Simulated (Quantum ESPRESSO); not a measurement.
# Computed records: Ag$_{3}$PdRh$_{2}$W$_{2}$ (simulated cell)

Computed with Quantum ESPRESSO 7.5. Calculation on a made-up metal alloy cell, not a measurement: no spin or spin-orbit, unrelaxed, 2900 K smearing, stress positive in tension, cell energy less fitted offsets; periodic Kohn-Sham density functional theory in plane waves with PseudoDojo standard norm-conserving scalar-relativistic pseudopotentials, each functional with its own files (v0.5 for PBE, v0.4.1 for LDA and PBEsol), eight atoms on drawn sites of a strained close-packed or body-centred lattice, each displaced and held fixed; the energy is the cell's free energy, ions and the entropy term -TS included, at the stated Fermi-Dirac width, less a fixed offset for each atom's element (shifted free energy); compositions with an open d shell lost a parallel starting moment in a cheaper test run, and other magnetic orders were not tried; an error bar is the largest change of its kind in a tighter rerun, never given below 0.002 eV, 0.02 GPa or 0.003 eV/angstrom, and covers cutoff and k-mesh only, not smearing or the files.

Settings shared by all entries: lattice type hexagonal close-packed; functional pbe; cutoff 1197 eV; fermi dirac smearing 0.25 eV; electrons removed 0; run command mpirun -np 4 pw.x -nk 4 -in in; run processor Intel Xeon, 2023 or later, virtual cores; k mesh 9 x 5 x 3 shifted half a step off Gamma on each axis.

Notes on all entries: heavy elements are run without spin-orbit coupling, which real alloys of them have; a spin test at this wide smearing found no moment, but such smearing suppresses magnetism that the real alloy may have; lattice, volume and sites are drawn at random and may be unstable or far from any real phase; energies are for the whole cell, less offsets fitted to these runs, so they are not formation energies.

(1) Ag$_{3}$PdRh$_{2}$W$_{2}$ (simulated cell)

```xyz
8
Lattice="2.7898 -0.0059 -0.0118 1.4197 -2.3025 -4.5397 1.3992 7.1789 -4.6861" Properties=species:S:1:pos:R:3 Ag3PdRh2W2
Pd     0.0259    -0.1844     0.0403
Ag     1.4689     2.4581    -4.6162
Rh     1.2368    -0.6351    -2.2822
Rh     2.8254     1.5103    -6.9933
W      2.8453     4.8231    -4.7053
Ag     2.7932     0.2255    -4.6241
W      2.7742     1.5856    -2.3662
Ag     4.2753     4.0488    -6.8500
```

```
entropy term negative ts : -1.204 eV
pressure                 : 15.3 GPa
stress xx                : -11.47 GPa
stress yy                : -17.11 GPa
stress zz                : -17.34 GPa
stress yz                : -5.99 GPa
stress xz                : -0.39 GPa
stress xy                : 1.12 GPa
shifted free energy      : 1.96 eV
```

Atoms:
```
atoms element  atom site  atom energy offset (eV)
           Pd          1                 -3687.45
           Ag          2                 -4218.03
           Rh          3                 -3191.96
           Rh          4                 -3191.96
            W          5                 -2063.48
           Ag          6                 -4218.03
            W          7                 -2063.48
           Ag          8                 -4218.03
```

Forces:
```
site  x (eV/Å)  y (eV/Å)  z (eV/Å)
   1    -0.214     1.766    -0.076
   2    -0.329    -0.186    -1.399
   3     0.912    -0.367     0.042
   4    -0.034     1.508    -0.316
   5     0.009     0.281     1.688
   6     0.065    -2.576    -0.078
   7    -0.023    -0.017     1.445
   8    -0.386    -0.407    -1.306
```

Notes: error bars: energy 0.0038 eV, stress 0.071 GPa, force 0.0051 eV/Å, from a tighter rerun of a related cell, whose elements or sites may differ; 17 SCF iterations, 361 s of wall time on a shared machine.

(2) Ag$_{3}$PdRh$_{2}$W$_{2}$ (simulated cell)

```xyz
8
Lattice="2.7898 -0.0059 -0.0118 1.4197 -2.3025 -4.5397 1.3992 7.1789 -4.6861" Properties=species:S:1:pos:R:3 Ag3PdRh2W2
Pd     0.0259    -0.1844     0.0403
Ag     1.4689     2.4581    -4.6162
Rh     1.2368    -0.6351    -2.2822
W      2.8254     1.5103    -6.9933
Ag     2.8453     4.8231    -4.7053
W      2.7932     0.2255    -4.6241
Ag     2.7742     1.5856    -2.3662
Rh     4.2753     4.0488    -6.8500
```

```
entropy term negative ts : -1.475 eV
pressure                 : 16.14 GPa
stress xx                : -11.33 GPa
stress yy                : -23.43 GPa
stress zz                : -13.65 GPa
stress yz                : -5.32 GPa
stress xz                : 0.33 GPa
stress xy                : 1.17 GPa
shifted free energy      : 3.666 eV
```

Atoms:
```
atoms element  atom site  atom energy offset (eV)
           Pd          1                 -3687.45
           Ag          2                 -4218.03
           Rh          3                 -3191.96
            W          4                 -2063.48
           Ag          5                 -4218.03
            W          6                 -2063.48
           Ag          7                 -4218.03
           Rh          8                 -3191.96
```

Forces:
```
site  x (eV/Å)  y (eV/Å)  z (eV/Å)
   1    -0.116     2.942     0.466
   2    -0.303     0.429    -1.511
   3     0.857    -1.931    -1.345
   4     0.025     3.826     2.572
   5     0.007    -0.613     0.519
   6     0.102    -3.674    -0.189
   7    -0.266    -0.398     1.207
   8    -0.306     -0.58    -1.718
```

Notes: error bars: energy 0.0038 eV, stress 0.071 GPa, force 0.0051 eV/Å, from a tighter rerun of a related cell, whose elements or sites may differ; 20 SCF iterations, 443 s of wall time on a shared machine.

(3) Ag$_{3}$PdRh$_{2}$W$_{2}$ (simulated cell)

```xyz
8
Lattice="2.7898 -0.0059 -0.0118 1.4197 -2.3025 -4.5397 1.3992 7.1789 -4.6861" Properties=species:S:1:pos:R:3 Ag3PdRh2W2
Ag     0.0259    -0.1844     0.0403
Pd     1.4689     2.4581    -4.6162
W      1.2368    -0.6351    -2.2822
Rh     2.8254     1.5103    -6.9933
Rh     2.8453     4.8231    -4.7053
Ag     2.7932     0.2255    -4.6241
Ag     2.7742     1.5856    -2.3662
W      4.2753     4.0488    -6.8500
```

```
entropy term negative ts : -1.373 eV
pressure                 : 14.92 GPa
stress xx                : -10.54 GPa
stress yy                : -20.37 GPa
stress zz                : -13.84 GPa
stress yz                : -2.39 GPa
stress xz                : 0.18 GPa
stress xy                : 2.35 GPa
shifted free energy      : 2.349 eV
```

Atoms:
```
atoms element  atom site  atom energy offset (eV)
           Ag          1                 -4218.03
           Pd          2                 -3687.45
            W          3                 -2063.48
           Rh          4                 -3191.96
           Rh          5                 -3191.96
           Ag          6                 -4218.03
           Ag          7                 -4218.03
            W          8                 -2063.48
```

Forces:
```
site  x (eV/Å)  y (eV/Å)  z (eV/Å)
   1    -0.087     2.658     0.544
   2    -0.295     0.891    -1.798
   3     0.865    -3.558     -0.07
   4    -0.006     3.782     0.079
   5    -0.036    -1.556     0.053
   6     -0.04    -2.072     -0.25
   7    -0.272     0.789     0.882
   8     -0.13    -0.933      0.56
```

Notes: error bars: energy 0.0038 eV, stress 0.071 GPa, force 0.0051 eV/Å, from a tighter rerun of this cell; 19 SCF iterations, 423 s of wall time on a shared machine.

(4) Ag$_{3}$PdRh$_{2}$W$_{2}$ (simulated cell)

```xyz
8
Lattice="2.7898 -0.0059 -0.0118 1.4197 -2.3025 -4.5397 1.3992 7.1789 -4.6861" Properties=species:S:1:pos:R:3 Ag3PdRh2W2
Ag     0.0259    -0.1844     0.0403
Pd     1.4689     2.4581    -4.6162
W      1.2368    -0.6351    -2.2822
Ag     2.8254     1.5103    -6.9933
Ag     2.8453     4.8231    -4.7053
W      2.7932     0.2255    -4.6241
Rh     2.7742     1.5856    -2.3662
Rh     4.2753     4.0488    -6.8500
```

```
entropy term negative ts : -1.24 eV
pressure                 : 14.5 GPa
stress xx                : -10.63 GPa
stress yy                : -17.92 GPa
stress zz                : -14.94 GPa
stress yz                : -1.79 GPa
stress xz                : 0.74 GPa
stress xy                : 1.28 GPa
shifted free energy      : 1.618 eV
```

Atoms:
```
atoms element  atom site  atom energy offset (eV)
           Ag          1                 -4218.03
           Pd          2                 -3687.45
            W          3                 -2063.48
           Ag          4                 -4218.03
           Ag          5                 -4218.03
            W          6                 -2063.48
           Rh          7                 -3191.96
           Rh          8                 -3191.96
```

Forces:
```
site  x (eV/Å)  y (eV/Å)  z (eV/Å)
   1    -0.201     2.543     0.761
   2    -0.272    -0.872    -1.345
   3     0.602    -1.483    -1.944
   4    -0.031     2.758     0.845
   5     0.029    -0.959      0.69
   6     0.275    -2.031     0.611
   7    -0.119    -0.813      1.21
   8    -0.283     0.857    -0.828
```

Notes: error bars: energy 0.0038 eV, stress 0.071 GPa, force 0.0051 eV/Å, from a tighter rerun of a related cell, whose elements or sites may differ; 20 SCF iterations, 409 s of wall time on a shared machine.
